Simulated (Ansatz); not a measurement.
Input, command and steps of an Ansatz relaxation.

```yaml
crystal:
  lattice:
    - [3.5945454354, 0.0, 0.0]
    - [0.0, 3.5945454354, 0.0]
    - [0.0, 0.0, 3.5945454354]
  atoms:
    - { symbol: Be, position: [0.0, 0.0, 0.0] }
    - { symbol: Os, position: [0.0, 0.5, 0.5] }
    - { symbol: Os, position: [0.5, 0.0, 0.5] }
    - { symbol: Os, position: [0.5, 0.5, 0.0] }
basis:
  ecutwfc: 420
kpoints:
  mp_grid: { grid: [6, 6, 6] }
hamiltonian:
  xc: pbe
scf:
  occupations: { method: gaussian, width: 0.1 }
  lower_state_search: "off"
output:
  forces: true
  stress: true
  eigenvalues: true
relax:
  adjacent_minimum: "off"
  f_tol: 0.04
  max_steps: 70
  cell: { stress_tol: 0.4 }
```

```bash
ansatz run input.yaml --threads 1 --pin off --max-ram 2560MiB --backend cpu --events-out ev --progress --plain --runs-dir out
```

Method: Ansatz, DFT PBE, scalar-relativistic, plane waves, PAW.

Of 3 frames 3 are shown, positions in Å and forces in eV/Å; the SCF threshold varies from step to step. Steps run on the plane waves of an earlier cell, with a Pulay correction in the pressure. The basis is chosen afresh for the last frame, the zero of the energies, and at times for earlier ones too; energy and pressure step there, also at an unchanged geometry.

```xyz
4
Lattice="3.5945 0.0000 0.0000 0.0000 3.5945 0.0000 0.0000 0.0000 3.5945" Properties=species:S:1:pos:R:3:forces:R:3 pbc="T T T" step=1 free_energy_over_end_meV_per_atom=288.09 pressure_GPa=59.36
Be    0.0000    0.0000    0.0000    0.0000    0.0000    0.0000
Os    0.0000    1.7973    1.7973    0.0000    0.0000    0.0000
Os    1.7973    0.0000    1.7973    0.0000    0.0000    0.0000
Os    1.7973    1.7973    0.0000    0.0000    0.0000    0.0000
4
Lattice="3.7698 0.0000 0.0000 0.0000 3.7698 0.0000 0.0000 0.0000 3.7698" Properties=species:S:1:pos:R:3:forces:R:3 pbc="T T T" step=2 free_energy_over_end_meV_per_atom=0.86 pressure_GPa=-0.31
Be    0.0000    0.0000    0.0000    0.0000    0.0000    0.0000
Os    0.0000    1.8849    1.8849    0.0000    0.0000    0.0000
Os    1.8849    0.0000    1.8849    0.0000    0.0000    0.0000
Os    1.8849    1.8849    0.0000    0.0000    0.0000    0.0000
4
Lattice="3.7698 0.0000 0.0000 0.0000 3.7698 0.0000 0.0000 0.0000 3.7698" Properties=species:S:1:pos:R:3:forces:R:3 pbc="T T T" step=3 free_energy_over_end_meV_per_atom=0.00 pressure_GPa=-0.29
Be    0.0000    0.0000    0.0000    0.0000    0.0000    0.0000
Os    0.0000    1.8849    1.8849    0.0000    0.0000    0.0000
Os    1.8849    0.0000    1.8849    0.0000    0.0000    0.0000
Os    1.8849    1.8849    0.0000    0.0000    0.0000    0.0000
```

The start puts this composition into another compound's structure type, which needn't suit it. At the end the space group is Pm-3m (tolerance 0.05 Å).

The run took 5.1 s on 1 thread of Arm Neoverse V2 (shared host), peak memory 0.32 GiB.

The k mesh is coarse. Spin–orbit coupling is left out, which can shift energies with elements as heavy as these.